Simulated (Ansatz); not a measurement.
A relaxed cell of Ni (Fm-3m (No. 225)), relaxed on a k-mesh at least as fine as the one used below. Method: PBE (plane waves to 420 eV, PAW, scalar-relativistic; Ansatz, a program for electronic structure). Γ-centred k-mesh 8×16×16 on the run's cell (coarser than for final values), Fermi–Dirac smearing 0.05 eV.

```
Ni
1.0
    0.00000     3.51839     3.51839
    1.75919     0.00000     1.75919
    1.75919     1.75919     0.00000
Ni
2
Direct
  0.00000   0.00000   0.00000
  0.50000   0.00000   0.00000
```
Spin-polarised start, with parallel moments on Ni.

The atoms are displaced by (Å):

```csv
atom,ux,uy,uz
Ni1,0.002,0.077,-0.070
Ni2,-0.080,-0.059,0.095
```

Problem. What forces (eV/Å) and pressure result?

Solution. 
```json
[
 {"atom": "Ni1", "Fx": "-0.51", "Fy": "-0.03", "Fz": "0.68"},
 {"atom": "Ni2", "Fx": "0.51", "Fy": "0.03", "Fz": "-0.68"}
]
```

Pressure +1.5 GPa.

Problem. Estimate the energy cost of the displacement in the harmonic approximation and compare with the calculation.

Solution. For a harmonic well ΔE = −½ Σ F·u = 0.079 eV a cell, or 39 meV/atom. The calculated energy relative to the undisplaced cell is +0.04 eV/atom, so the harmonic estimate holds well.

Spin state reached: ferromagnetic (net 0.63 μB/atom), from parallel starting moments; other spin orders were not run from this start.

The run that gave the undisplaced cell could not lose the symmetry of its start; a randomly shaken copy of 2 atoms returns to this structure.
